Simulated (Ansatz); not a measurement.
Level of theory: DFT PBE, scalar-relativistic, plane waves, PAW in Ansatz. All cells share a 420 eV cutoff and Γ-centred k meshes spaced at most about 0.3 Å⁻¹ (about 0.25 or finer for metals, 2π included). No spin polarisation in the final relaxations.

These are static total energies at zero pressure. All come from trial cells, and lower structures may exist.

**Question.** These unrelaxed guesses for As3O are each relaxed within their symmetry. Order them by the energy at which they end, lowest first.
A.

```
As O
1.0
     6.61928    0.00000    0.00000
    -3.30964    5.73247    0.00000
     0.00000    0.00000    5.66937
As O
6 2
Direct
  0.25000 0.00000 0.25000
  0.25000 0.25000 0.75000
  0.00000 0.25000 0.25000
  0.75000 0.00000 0.75000
  0.75000 0.75000 0.25000
  0.00000 0.75000 0.75000
  0.00000 0.00000 0.00000
  0.00000 0.00000 0.50000
```

B.

```
As O
1.0
     4.86366    0.00000    0.00000
    -2.43183    4.21205    0.00000
     0.00000    0.00000    8.84002
As O
6 2
Cartesian
  0.0000 0.0000 2.2100
  0.0000 0.0000 6.6300
  0.0000 2.8080 8.1561
  2.4318 1.4040 0.6840
  2.4318 1.4040 3.7361
  0.0000 2.8080 5.1040
  0.0000 2.8080 2.2100
  2.4318 1.4040 6.6300
```

**Answer.** A (ends in P6_3/mcm, 0 meV/atom), B (ends in P6_3/mmc, 14 meV/atom). Even the lowest end lies +0.25 eV/atom against the elements.

The k mesh leaves some 4 meV/atom of noise in the energy of each metallic cell. Cells relaxed within their symmetry can be saddle points. Some candidate types were left out of the draw beforehand, so a known form may be missing.
